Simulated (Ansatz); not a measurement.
GaN:
```yaml
crystal:
  lattice:
    - [0.00000, 2.24893, 2.24893]
    - [2.24893, 0.00000, 2.24893]
    - [2.24893, 2.24893, 0.00000]
  atoms:
    - { symbol: Ga, position: [0.00000, 0.00000, 0.00000] }
    - { symbol: N, position: [0.25000, 0.25000, 0.25000] }
```

Plane-wave PAW r²SCAN (Ansatz code) gives a gap of 2.17 eV without spin–orbit coupling, maximum at Γ, minimum at Γ.

Task: What happens when spin–orbit coupling is switched on?

Result: The gap is nearly the same, to 2.17 eV; maximum at Γ, minimum at Γ.

Task: How large is the spin–orbit splitting of the valence top at Γ?

Result: The fourfold level lies 0.01 eV above the split-off pair.

Task: Give the electron effective mass with spin–orbit coupling.

Result: 0.17 mₑ (isotropic).

Space group F-43m (zinc blende). The r²SCAN relaxation kept the symmetry of its start.

Potentials: the later of the program's two PAW sets.
